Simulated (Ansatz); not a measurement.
TlF:
```
CELL_PARAMETERS angstrom
      6.17303     0.00000     0.00000
      0.00000     5.61208     0.00000
      0.00000     0.00000     5.19053
ATOMIC_POSITIONS crystal
  Tl 0.25194 0.50608 0.25000
  Tl 0.74806 0.49392 0.75000
  Tl 0.25194 0.99392 0.75000
  Tl 0.74806 0.00608 0.25000
  F  0.86104 0.57236 0.25000
  F  0.13896 0.42764 0.75000
  F  0.86104 0.92764 0.75000
  F  0.13896 0.07236 0.25000
```

Relaxed with r²SCAN+D4.

Map the electron localisation function on the plane through (0.252, 0.506, 0.250) spanned by u = [1, 0, 0] and v = [0, 1, 0] in lattice vectors, from plane-wave PAW r²SCAN+D4 (Ansatz code).

x is the fraction of u, y of v (the angle between them is 90°; rows are the nearest grid lines); atoms in the plane: Tl at (0.00, 0.00), Tl at (0.50, 0.50), F at (0.61, 0.07), F at (0.89, 0.57).
```
y \ x   0.000  0.0968  0.194  0.258  0.355  0.452  0.548  0.645  0.742  0.806  0.903   1.00
------  -----  ------  -----  -----  -----  -----  -----  -----  -----  -----  -----  -----
1.00    0.763   0.222  0.484  0.422  0.016  0.490  0.812  0.778  0.447  0.131  0.216  0.763
0.929   0.052   0.363  0.476  0.369  0.014  0.184  0.691  0.724  0.162  0.145  0.334  0.052
0.857   0.386   0.455  0.430  0.154  0.017  0.024  0.109  0.197  0.035  0.092  0.364  0.386
0.786   0.181   0.283  0.160  0.033  0.126  0.171  0.061  0.022  0.022  0.057  0.083  0.181
0.679   0.480   0.042  0.024  0.196  0.473  0.478  0.437  0.175  0.274  0.720  0.794  0.480
0.607   0.762   0.104  0.044  0.438  0.480  0.301  0.314  0.284  0.437  0.802  0.643  0.762
0.536   0.779   0.112  0.071  0.485  0.476  0.025  0.047  0.349  0.388  0.799  0.599  0.779
0.464   0.657   0.051  0.084  0.481  0.484  0.024  0.046  0.373  0.177  0.739  0.811  0.657
0.393   0.190   0.018  0.053  0.397  0.476  0.291  0.301  0.324  0.058  0.341  0.539  0.190
0.321   0.031   0.049  0.027  0.124  0.389  0.390  0.296  0.098  0.022  0.026  0.035  0.031
0.214   0.422   0.457  0.288  0.042  0.043  0.068  0.437  0.637  0.228  0.044  0.280  0.422
0.143   0.430   0.484  0.486  0.204  0.019  0.378  0.802  0.795  0.520  0.076  0.416  0.430
0.0714  0.047   0.357  0.480  0.376  0.019  0.566  0.754  0.612  0.610  0.102  0.332  0.047
0.000   0.763   0.222  0.484  0.422  0.016  0.490  0.812  0.778  0.447  0.131  0.216  0.763
```

The density is the valence pseudo-density with augmentation charge, so density and ELF within about 1 Å of a nucleus are not all-electron values.

Space group Pbcm. The first step of the workflow began from a Materials Project structure, measured or hypothetical; the Crystallography Open Database files this formula in space group No. 57, but the cells were not matched. Its standing as an ambient phase is unchecked. Symmetry was held in the r²SCAN+D4 relaxation; whether a distortion lowers the energy is not shown. Spin–orbit coupling is left out wherever it is not named.

Potentials: the earlier of the program's two PAW sets.
